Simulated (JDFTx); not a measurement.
AlRu(100) slab cut from bulk AlRu (space group Pm-3m, indices of the conventional cell, lattice of the Materials Project entry mp-542569, not re-optimised): 7 atoms in 7 planes, a 1x1 cell of 8.90 Å² (|a| = 2.982, |b| = 2.982 Å), 8.6 Å between the outermost planes, Al outermost, slab composition Al4Ru3, cell height 24.9 Å, 8×8×1 k mesh, Fermi smearing 0.01 Ha, no spin polarisation. Whether this polymorph is the ambient one wasn't checked.

Level of theory: PBE, GBRV ultrasoft potentials, plane waves to 20/100 Ha; code: a modified build of JDFTx. Liquid: CANDLE, water, 1 M NaCl. The neutral cell holds 60 valence electrons and has two faces of 8.895 Å² each. Last filling lines of the neutral and of a charged run (μ in hartree, zero in the bulk liquid):

```
FillingsUpdate:  mu: -0.104668327  nElectrons: 60.000000
FillingsUpdate:  mu: -0.122743000  nElectrons: 59.878568
```

Working it through: both potentials, by the convention U = −μ/e − 4.44 V vs SHE, the surface charge density and the mean capacitance.

U_pzc = 0.10467 × 27.2114 − 4.44 = -1.59 V; U = 0.12274 × 27.2114 − 4.44 = -1.10 V. The cell has -0.1214 excess electrons, a net charge of 0.1214 e, shared by two faces: σ = 0.1214 e / (2 × 8.895 Å²) = 0.00683 e/Å² = 10.9 μC/cm² (1 e/Å² = 1602.18 μC/cm²). C = σ/(U − U_pzc) = 10.9/0.49 ≈ 22 μF/cm².
